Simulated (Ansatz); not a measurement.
BeRh (CsCl type, Pm-3m) under volume change, PBEsol (plane waves, PAW; program Ansatz), scaled uniformly.

```tsv
V (Å³/atom)	E − E(relaxed) (meV/atom)	P (GPa)
9.490	(withheld)	(withheld)
9.803	29.9	16.19
10.116	(withheld)	(withheld)
10.429	0.0	0.01
10.741	6.3	-6.29
11.054	24.0	-11.64
11.367	51.2	-16.18
```

Some entries are withheld; supply them.


- 10.116, E − E(relaxed) (meV/atom): 7.1
- 10.116, P (GPa): 7.44
- 9.490, E − E(relaxed) (meV/atom): 71.3
- 9.490, P (GPa): 26.52

What does a third-order Birch–Murnaghan fit give for V₀, B₀ and B′?

V₀ = 10.43 Å³/atom, B₀ = 228 GPa, B′ = 4.5.

The workflow started from a Materials Project entry (that database holds measured and hypothetical structures alike); the Crystallography Open Database copy checked does not list it. With Be and Rh taken as one species the cell has the higher symmetry Im-3m, so it may be an ordered model of a mixed-site phase. Whether it is the stable phase at ambient conditions was not checked. The cell was relaxed with PBEsol under the symmetry of its start; of distortions, only those at the zone centre were tested. No spin polarisation was allowed.

Potentials: the later of the program's two PAW sets.
